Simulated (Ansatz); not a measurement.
Zn3Rh in space group I4/mmm (No. 139; Zn on 4d, Zn on 2b, Rh on 2a), the program Ansatz at the PBE level (PAW), all energies at zero smearing, with the estimated change up to a 700 eV cutoff added, with one set of potentials and settings (totals compare only within such a set). Cell of 4 atoms (3 Zn, 1 Rh): -16361.272 eV.

```json
[
 {"element": "Zn", "reference phase": "C2/m, 3 atoms in the cell", "E (eV/atom)": "-3319.0295"},
 {"element": "Rh", "reference phase": "Fm-3m, 1 atoms in the cell", "E (eV/atom)": "-6402.8911"}
]
```

Formation energy per atom, worked out: (-16361.272 − 3×(-3319.0295) − 1×(-6402.8911))/4 = -0.323 eV/atom (-31 kJ per mol of atoms), at 0 K, without zero-point energy or fitted corrections.

The first step of the workflow began from a Materials Project structure, measured or hypothetical; the Crystallography Open Database copy checked does not list it. With Zn and Rh taken as one species the cell has the higher symmetry I4/mmm, so it may be an ordered model of a mixed-site phase. Its standing as an ambient phase is unchecked. The cell was relaxed with PBE under the symmetry of its start; of distortions, only those at the zone centre were tested. The run is not spin-polarised. The references are the lowest solids computed at this level, not always the standard phases.

Potentials: the later of the program's two PAW sets.
